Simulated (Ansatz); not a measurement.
Given:

Starting cell, Tl (hcp, Mg type):

```xyz
4
Lattice="7.0399 0.0000 0.0000 -1.7600 3.0484 0.0000 0.0000 0.0000 5.6016" Properties=species:S:1:pos:R:3 pbc="T T T"
Tl     0.0000     2.0323     4.2012
Tl     3.5200     2.0323     4.2012
Tl     1.7600     1.0161     1.4004
Tl     5.2799     1.0161     1.4004
```

In this cell atom 1 (Tl, nearest neighbour Tl at 3.460 Å; its periodic images, 3.5 Å or more away, move with it) is moved by u·(0.707, 0.707, 0.000) + v·(0.000, 0.000, 1.000); the rest is frozen.

Computed with r2SCAN (plane waves to 500 eV, PAW, scalar-relativistic; Ansatz, a first-principles code). k mesh 6×12×7 (Γ-centred), Fermi-Dirac smearing 0.05 eV. Energies are smeared free energies. With partly filled bands, energies and forces of such displacements shift with the k mesh and the smearing. Spin-orbit coupling is left out, though Tl is heavy. Tl was relaxed with its symmetry unable to fall. ΔE is measured from the undisplaced structure. Axes are in Å.

The scan covers u from -0.520 to 0.520 Å in 5 points and v from -0.520 to 0.520 Å in 5 points.

Q: In which direction of the plane is the atom held most weakly?

A: Along u.

Q: What are the two principal curvatures of the energy at the centre?

A: 1.7 and 2.1 eV/Å².

(For displaced atoms, the force is minus the slope of the energy, and its curvature is a force constant, which sets phonon frequencies.)
